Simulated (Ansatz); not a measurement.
SiO₂:
```cif
data_O8Si4
_chemical_formula_sum 'Si4 O8'
_space_group_name_H-M_alt 'P6322'
_space_group_IT_number 182
_space_group_name_Hall 'P 6c 2c'
_cell_length_a 5.06068
_cell_length_b 5.06068
_cell_length_c 8.59715
_cell_angle_alpha 90.000
_cell_angle_beta 90.000
_cell_angle_gamma 120.000
loop_
_atom_site_label
_atom_site_type_symbol
_atom_site_symmetry_multiplicity
_atom_site_Wyckoff_symbol
_atom_site_fract_x
_atom_site_fract_y
_atom_site_fract_z
_atom_site_occupancy
Si1 Si 4 f 0.33333 0.66667 0.06284 1
O1 O 6 g 0.00000 0.41338 0.00000 1
O2 O 2 c 0.33333 0.66667 0.25000 1
```

Relaxed with PBEsol. PBEsol in the plane-wave PAW code Ansatz gives a gap of 5.53 eV.

**Question.** What gap does HSE06 give on the same cell (Ansatz, PAW)?

**Answer.** 7.26 eV, 1.73 eV more. The hybrid was solved on a coarser mesh and at special points; the gap given is the minimum over both.

| k | v1 PBEsol | c1 PBEsol | v1 HSE06 | c1 HSE06 |
|---|---|---|---|---|
| Γ | -0.07 | 5.53 | -0.07 | 7.26 |
| A | -0.20 | 6.31 | ___ | ___ |
| K | -0.16 | 8.45 | ___ | ___ |
| H | -0.57 | 8.36 | ___ | ___ |
| M | -0.05 | 7.71 | ___ | ___ |
| L | -0.38 | 8.08 | -0.39 | 10.07 |

**Question.** Top valence (v1) and lowest conduction level (c1) in eV from each method's valence maximum (which need not be a listed point): supply the withheld HSE06 values.

**Answer.** 
- H, v1 HSE06: -0.60
- H, c1 HSE06: 10.48
- A, v1 HSE06: -0.20
- A, c1 HSE06: 8.07
- K, v1 HSE06: -0.17
- K, c1 HSE06: 10.41
- M, v1 HSE06: -0.05
- M, c1 HSE06: 9.63

Cost on shared cores: the PBEsol run (SCF on a 6×6×4 mesh, then bands and DOS) roughly 2.3 core-minutes, the HSE06 run (SCF on 4×4×2, then a few points) around 4 core-minutes (rough); the tasks are unlike.

Space group P6_322. The workflow started from a Materials Project entry (that database holds measured and hypothetical structures alike); the Crystallography Open Database copy checked does not list it. It is not the phase usual at ambient conditions (space group No. 92, 152, 154). The PBEsol relaxation kept the symmetry of its start; its stability against distortions is not shown here.

Potentials: the earlier of the program's two PAW sets. The files were generated under PBE; for other functionals the program regenerates the frozen cores, and for LDA and PBEsol the local potential too.
